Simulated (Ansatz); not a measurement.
**Stability checks on a candidate for BeZnF4**

The structure comes from a generated guess, relaxed at this level; another structure or a mixture of phases may lie lower.

These are results of Ansatz 0.2.0, DFT PBE, scalar-relativistic, plane waves, PAW, not measurements. Cutoff 420 eV, Γ-centred 6×6×6 mesh (6-atom cell), Gaussian smearing of 0.02 eV, no spin polarisation.

```cif
data_structure
_symmetry_space_group_name_H-M 'P 1'
_symmetry_Int_Tables_number 1
_cell_length_a 5.6791
_cell_length_b 5.6791
_cell_length_c 5.6791
_cell_angle_alpha 60.000
_cell_angle_beta 60.000
_cell_angle_gamma 60.000
_cell_volume 129.52
loop_
_atom_site_label
_atom_site_type_symbol
_atom_site_fract_x
_atom_site_fract_y
_atom_site_fract_z
_atom_site_occupancy
Be1 Be 0.25000 0.25000 0.25000 1
Zn1 Zn 0.50000 0.50000 0.50000 1
F1 F 0.36233 0.36233 0.91300 1
F2 F 0.91300 0.36233 0.36233 1
F3 F 0.36233 0.36233 0.36233 1
F4 F 0.36233 0.91300 0.36233 1
```

The zero of energy is the elements' standard structures at the same level (F₂ as a molecule); no fitted shifts are applied.

Question: These tests were run: energy against the elements; phonons on a 2×2×2 q mesh. What do they show?

Answer:

```json
{"test": "energy against the elements", "result": "−2.716 eV/atom"}
{"test": "phonons on a 2×2×2 q mesh", "result": "imaginary modes down to 62i cm⁻¹"}
```

It fails one test: phonons on a 2×2×2 q mesh. So it isn't even a local minimum.

The run for the phonons used a 6×6×6 k mesh.
